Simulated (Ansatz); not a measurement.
Input, command and steps of an Ansatz relaxation.

```yaml
crystal:
  lattice:
    - [3.1164220254, 0.0, 0.0]
    - [-1.5582110127, 2.6989006429, 0.0]
    - [0.0, 0.0, 11.738889811]
  atoms:
    - { symbol: W, position: [0.3333333333, 0.6666666667, 0.25] }
    - { symbol: W, position: [0.6666666667, 0.3333333333, 0.75] }
    - { symbol: Se, position: [0.3333333333, 0.6666666667, 0.6075618915] }
    - { symbol: Se, position: [0.6666666667, 0.3333333333, 0.1075618915] }
    - { symbol: Se, position: [0.3333333333, 0.6666666667, 0.8924381085] }
    - { symbol: Se, position: [0.6666666667, 0.3333333333, 0.3924381085] }
basis:
  ecutwfc: 420
kpoints:
  mp_grid: { grid: [12, 12, 2] }
hamiltonian:
  xc: pbesol
  dispersion: d3bj
scf:
  occupations: { method: gaussian, width: 0.02 }
output:
  forces: true
  stress: true
  eigenvalues: true
relax:
  adjacent_minimum: "off"
  f_tol: 0.01
  max_steps: 30
  cell: { stress_tol: 0.1, fix: [volume] }
```

```bash
ansatz run input.yaml --threads 1 --pin off --max-ram 2560MiB --backend cpu --events-out ev --progress --plain --runs-dir out
```

Method: DFT PBEsol+D3(BJ), scalar-relativistic, plane waves, PAW (Ansatz).

The volume is held at 0.88 times that of the relaxed cell.

Of 6 frames 5 are shown, positions in Å and forces in eV/Å; the SCF threshold varies from step to step. Steps run on the plane waves of an earlier cell, with a Pulay correction in the pressure. The basis is chosen afresh for the last frame, the zero of the energies, and at times for earlier ones too; energy and pressure step there, also at an unchanged geometry. The mark taken_back stands on steps that the optimiser undid.

```xyz
6
Lattice="3.1164 0.0000 0.0000 -1.5582 2.6989 0.0000 0.0000 0.0000 11.7389" Properties=species:S:1:pos:R:3:forces:R:3 pbc="T T T" step=1 free_energy_over_end_meV_per_atom=4.60 pressure_GPa=17.14
W     0.0000    1.7993    2.9347    0.0000    0.0000    0.0000
W     1.5582    0.8996    8.8042    0.0000    0.0000    0.0000
Se    0.0000    1.7993    7.1321    0.0000    0.0000   -0.5825
Se    1.5582    0.8996    1.2627    0.0000    0.0000   -0.5825
Se    0.0000    1.7993   10.4762    0.0000    0.0000    0.5825
Se    1.5582    0.8996    4.6068    0.0000    0.0000    0.5825
6
Lattice="3.1325 0.0000 0.0000 -1.5663 2.7128 0.0000 0.0000 0.0000 11.6185" Properties=species:S:1:pos:R:3:forces:R:3 pbc="T T T" step=2 free_energy_over_end_meV_per_atom=7.03 pressure_GPa=11.76 taken_back
W     0.0000    1.8086    2.9046    0.0000    0.0000    0.0000
W     1.5663    0.9043    8.7139    0.0000    0.0000    0.0000
Se    0.0000    1.8086    7.0034    0.0000    0.0000    0.6356
Se    1.5663    0.9043    1.1942    0.0000    0.0000    0.6356
Se    0.0000    1.8086   10.4243    0.0000    0.0000   -0.6356
Se    1.5663    0.9043    4.6151    0.0000    0.0000   -0.6356
6
Lattice="3.1109 0.0000 0.0000 -1.5555 2.6941 0.0000 0.0000 0.0000 11.7805" Properties=species:S:1:pos:R:3:forces:R:3 pbc="T T T" step=3 free_energy_over_end_meV_per_atom=0.45 pressure_GPa=14.22
W     0.0000    1.7961    2.9451    0.0000    0.0000    0.0000
W     1.5555    0.8980    8.8354    0.0000    0.0000    0.0000
Se    0.0000    1.7961    7.1331    0.0000    0.0000    0.0622
Se    1.5555    0.8980    1.2428    0.0000    0.0000    0.0622
Se    0.0000    1.7961   10.5377    0.0000    0.0000   -0.0622
Se    1.5555    0.8980    4.6474    0.0000    0.0000   -0.0622
6
Lattice="3.1230 0.0000 0.0000 -1.5615 2.7046 0.0000 0.0000 0.0000 11.6893" Properties=species:S:1:pos:R:3:forces:R:3 pbc="T T T" step=4 free_energy_over_end_meV_per_atom=0.16 pressure_GPa=14.35
W     0.0000    1.8031    2.9223    0.0000    0.0000    0.0000
W     1.5615    0.9015    8.7670    0.0000    0.0000    0.0000
Se    0.0000    1.8031    7.0751    0.0000    0.0000    0.0219
Se    1.5615    0.9015    1.2304    0.0000    0.0000    0.0219
Se    0.0000    1.8031   10.4589    0.0000    0.0000   -0.0219
Se    1.5615    0.9015    4.6143    0.0000    0.0000   -0.0219
6
Lattice="3.1184 0.0000 0.0000 -1.5592 2.7006 0.0000 0.0000 0.0000 11.7243" Properties=species:S:1:pos:R:3:forces:R:3 pbc="T T T" step=6 free_energy_over_end_meV_per_atom=0.00 pressure_GPa=14.46
W     0.0000    1.8004    2.9311    0.0000    0.0000    0.0000
W     1.5592    0.9002    8.7932    0.0000    0.0000    0.0000
Se    0.0000    1.8004    7.0989    0.0000    0.0000   -0.0001
Se    1.5592    0.9002    1.2367    0.0000    0.0000   -0.0001
Se    0.0000    1.8004   10.4876    0.0000    0.0000    0.0001
Se    1.5592    0.9002    4.6254    0.0000    0.0000    0.0001
```

It took 71 s on 1 thread of Intel(R) Xeon(R) Platinum 8259CL CPU @ 2.50GHz (Skylake/Cascade Lake) (shared host), peak memory 0.54 GiB.

Spin–orbit coupling is left out, which can shift energies with elements as heavy as these.